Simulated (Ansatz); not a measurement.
Start of a relaxation of Ti2Cl:

```cif
data_structure
_symmetry_space_group_name_H-M 'P4/mmm'
_symmetry_Int_Tables_number 123
_cell_length_a 2.9633
_cell_length_b 2.9633
_cell_length_c 6.1140
_cell_angle_alpha 90.000
_cell_angle_beta 90.000
_cell_angle_gamma 90.000
_cell_volume 53.69
loop_
_atom_site_label
_atom_site_type_symbol
_atom_site_symmetry_multiplicity
_atom_site_Wyckoff_symbol
_atom_site_fract_x
_atom_site_fract_y
_atom_site_fract_z
_atom_site_occupancy
Ti1 Ti 2 h 0.50000 0.50000 0.29500 1
Cl1 Cl 1 a 0.00000 0.00000 0.00000 1
```

These are results of Ansatz, DFT PBE, scalar-relativistic, plane waves, PAW, not measurements. Cutoff 420 eV, Gaussian smearing, Γ-centred meshes. Cell and atoms relax first on a coarse mesh and then on a finer one. In between, the cell is made exact in the group found at 0.06 Å. In metals the finer mesh still leaves noise of several meV/atom or more. The steps can't lower the symmetry of their start. Collinear spin, starting moments Ti 1.0 (×2) μB; they died out on the coarse mesh, so the last step has no spin.

A guess keeps its type if space group and coordination stay and the shape of the cell changes little (axis ratios within about 15 %, angles within 6°); the volume may change.

**Question.** Does it keep its structure type, or change into something else?

**Answer.** It keeps its type. The symmetry stays P4/mmm (No. 123). The volume per atom shrinks by 6.6 %, from 17.9 to 16.7 Å³. The shortest distance stays 2.51 Å (Ti–Ti). The ratio c/a of the conventional cell changes by a factor of 0.90. Counting neighbours within 15 % of an atom's shortest distance, the start has Cl 12, Ti 5 and the end Cl 12, Ti 5.

The last run used a 16×16×8 mesh (in the run's order of axes) for its 3-atom cell and Gaussian smearing of 0.10 eV. An odd number of electrons in the primitive cell allows no gap without spin; a larger cell or a magnetic state could open one. Symmetry constrained the relaxation, so the result can be a saddle point. Another cell of Ti2Cl relaxed alike, in C2/m, lies 0.56 eV/atom lower, so this cell isn't the stable form at this level.
